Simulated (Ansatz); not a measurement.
PbF₂:
```
CELL_PARAMETERS angstrom
      0.00000     2.96076     2.96076
      2.96076     0.00000     2.96076
      2.96076     2.96076     0.00000
ATOMIC_POSITIONS crystal
  Pb 0.00000 0.00000 0.00000
  F  0.25000 0.25000 0.25000
  F  0.75000 0.75000 0.75000
```

Relaxed with r²SCAN.

**Question.** Which orbitals make up the states near the band edges in r²SCAN (plane waves, PAW; program Ansatz)?

**Answer.** Top 1 eV of the valence band: F 2p 65 %, Pb 6s 33 %. Bottom 1 eV of the conduction band: Pb 6p 79 %, F 2p 9 %, F 2s 6 %. Projections are on Löwdin-orthogonalised atomic valence shells; empty p or d shells of many metals are not among them.

**Question.** Tabulate the density of states.

**Answer.** States/eV per cell of 3 atoms, in 0.25 eV bins, energy from the valence-band maximum.

```csv
E (eV),total,F 2p,Pb 6p,Pb 6s
-7.85,0.00,0.00,0.00,0.00
-7.60,0.00,0.00,0.00,0.00
-7.35,0.00,0.00,0.00,0.00
-7.10,0.00,0.00,0.00,0.00
-6.85,0.00,0.00,0.00,0.00
-6.60,0.00,0.00,0.00,0.00
-6.35,2.84,1.09,0.00,1.73
-6.10,2.39,0.85,0.01,1.50
-5.85,1.35,0.44,0.01,0.87
-5.60,0.66,0.19,0.01,0.44
-5.35,0.39,0.10,0.00,0.27
-5.10,0.22,0.04,0.00,0.17
-4.85,0.12,0.02,0.00,0.09
-4.60,0.03,0.00,0.00,0.02
-4.35,0.00,0.00,0.00,0.00
-4.10,0.00,0.00,0.00,0.00
-3.85,1.21,0.99,0.20,0.00
-3.60,3.60,3.01,0.54,0.00
-3.35,4.06,3.48,0.52,0.00
-3.10,5.09,4.50,0.52,0.00
-2.85,4.00,3.63,0.32,0.00
-2.60,3.14,2.90,0.19,0.01
-2.35,4.17,4.01,0.10,0.01
-2.10,6.80,6.65,0.07,0.01
-1.85,7.96,7.87,0.02,0.01
-1.60,0.19,0.17,0.00,0.02
-1.35,0.21,0.17,0.01,0.04
-1.10,0.33,0.25,0.01,0.07
-0.85,0.49,0.35,0.01,0.12
-0.60,0.79,0.54,0.01,0.22
-0.35,1.53,1.00,0.02,0.49
-0.10,4.42,2.77,0.01,1.59
0.15,0.00,0.00,0.00,0.00
0.40,0.00,0.00,0.00,0.00
0.65,0.00,0.00,0.00,0.00
0.90,0.00,0.00,0.00,0.00
1.15,0.00,0.00,0.00,0.00
1.40,0.00,0.00,0.00,0.00
1.65,0.00,0.00,0.00,0.00
1.90,0.00,0.00,0.00,0.00
2.15,0.00,0.00,0.00,0.00
2.40,0.00,0.00,0.00,0.00
2.65,0.00,0.00,0.00,0.00
2.90,0.00,0.00,0.00,0.00
3.15,0.00,0.00,0.00,0.00
3.40,0.00,0.00,0.00,0.00
3.65,0.00,0.00,0.00,0.00
3.90,0.00,0.00,0.00,0.00
4.15,0.00,0.00,0.00,0.00
4.40,0.00,0.00,0.00,0.00
4.65,0.00,0.00,0.00,0.00
4.90,0.04,0.00,0.04,0.00
5.15,0.49,0.01,0.41,0.01
5.40,1.30,0.10,1.04,0.03
5.65,3.14,0.33,2.45,0.08
5.90,1.73,0.18,1.37,0.04
6.15,0.97,0.10,0.78,0.01
6.40,0.22,0.01,0.18,0.01
6.65,0.17,0.02,0.15,0.00
6.90,0.75,0.09,0.62,0.00
7.15,0.95,0.11,0.79,0.00
7.40,1.55,0.15,1.33,0.00
7.65,3.16,0.28,2.77,0.00
7.90,2.74,0.26,2.39,0.00
8.15,4.65,0.52,3.99,0.00
8.40,2.16,0.26,1.85,0.00
8.65,0.00,0.00,0.00,0.00
8.90,0.00,0.00,0.00,0.00
9.15,0.02,0.00,0.00,0.00
9.40,0.12,0.00,0.01,0.00
9.65,0.21,0.00,0.01,0.00
```

Space group Fm-3m (fluorite). Symmetry was held in the r²SCAN relaxation; phonons on a q-mesh show no instability. Scalar-relativistic: spin–orbit coupling is off unless named, which matters more the heavier the elements.

Potentials: the later of the program's two PAW sets.
